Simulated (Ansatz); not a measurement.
Relaxation of a generated trial cell of Mo in the dhcp structure type; 4 atoms in the cell, which starts as P6₃/mmc (No. 194), hP4; a = b = 2.8204 Å, c = 9.0745 Å, α = β = 90.00°, γ = 120.00°. Computed with r2SCAN (plane waves to 500 eV, PAW, scalar-relativistic; Ansatz, a first-principles code). Γ-centred k-mesh 13×13×4 on the run's cell (coarser than for final values), Fermi–Dirac smearing 0.05 eV. This is the first round of the run. 

The optimiser's lines from the output (shortened; P is positive under compression):

```
relax step   1: F+E_penalty+E_count = -19868.45081181 eV  Δ(F+E_penalty+E_count) = +0.000e0 eV  max|allowed force component| = 6.939e-18 eV/Å  Δτ_max = 0.0000 Å  P = +3.238 GPa  Ω = 62.512 Å³  (8 SCF iters, dr2 threshold 1.00e-7 eV, accepted)
relax step   2: F+E_penalty+E_count = -19868.46362966 eV  Δ(F+E_penalty+E_count) = -1.282e-2 eV  max|allowed force component| = 2.313e-17 eV/Å  Δτ_max = 0.0000 Å  P = -6.096 GPa  Ω = 64.994 Å³  (8 SCF iters, dr2 threshold 4.00e-7 eV, accepted)
relax step   3: F+E_penalty+E_count = -19868.50508076 eV  Δ(F+E_penalty+E_count) = -4.145e-2 eV  max|allowed force component| = 5.782e-18 eV/Å  Δτ_max = 0.0000 Å  P = -3.452 GPa  Ω = 64.297 Å³  (6 SCF iters, dr2 threshold 4.00e-7 eV, accepted)
relax step   4: F+E_penalty+E_count = -19868.54647634 eV  Δ(F+E_penalty+E_count) = -4.140e-2 eV  max|allowed force component| = 2.429e-17 eV/Å  Δτ_max = 0.0000 Å  P = +4.944 GPa  Ω = 62.787 Å³  (8 SCF iters, dr2 threshold 4.00e-7 eV, accepted)
relax step   5: F+E_penalty+E_count = -19868.57196234 eV  Δ(F+E_penalty+E_count) = -2.549e-2 eV  max|allowed force component| = 1.156e-18 eV/Å  Δτ_max = 0.0000 Å  P = -0.418 GPa  Ω = 63.709 Å³  (7 SCF iters, dr2 threshold 4.00e-7 eV, accepted)
relax step   6: F+E_penalty+E_count = -19868.58488142 eV  Δ(F+E_penalty+E_count) = -1.292e-2 eV  max|allowed force component| = 5.782e-18 eV/Å  Δτ_max = 0.0000 Å  P = -0.092 GPa  Ω = 63.796 Å³  (7 SCF iters, dr2 threshold 4.00e-7 eV, accepted)
relax step   7: F+E_penalty+E_count = -19868.58497166 eV  Δ(F+E_penalty+E_count) = -9.025e-5 eV  max|allowed force component| = 6.939e-18 eV/Å  Δτ_max = 0.0000 Å  P = -0.008 GPa  Ω = 63.761 Å³  (4 SCF iters, dr2 threshold 2.78e-7 eV, accepted)
relax step   8: F+E_penalty+E_count = -19868.58550750 eV  Δ(F+E_penalty+E_count) = -5.358e-4 eV  max|allowed force component| = 4.626e-18 eV/Å  Δτ_max = 0.0000 Å  P = -0.002 GPa  Ω = 63.761 Å³  stress off target by 1.29e-2 GPa  SCF on the basis re-selected at this cell (its energy is not comparable with the rows above)  (7 SCF iters)
```

From the first to the last row the energy changes by -0.03 eV/atom and the volume by +2.0 %. The last row is marked as not comparable with the walk above it, whose basis was carried along; it does compare with step 1, since both stand on a basis selected at the nominal cutoff for their own cell.

Later rounds, restarted from the end of this one on a renewed k-mesh, logged 5 more steps and released under 0.01 eV/atom more. The final structure after all rounds: P6₃/mmc (No. 194), hP4, AFLOW prototype A_hP4_194_ac (A3', as in La); a = b = 2.7508 Å, c = 9.7254 Å, α = β = 90.00°, γ = 120.00°. Between re-selections the logged energies stand on a plane-wave basis carried along with the cell. No spin polarisation in the result.

The run could not lower the symmetry of its start; a shaken copy of this end point relaxes with r2SCAN to Im-3m (No. 229), 0.48 eV/atom lower.

The relaxed structure here is a generated cell of Mo: the first start was made by placing the elements on the sites of a structure type, and the end was not matched to a known phase here, so it may be hypothetical. Known forms of Mo include space group No. 229.
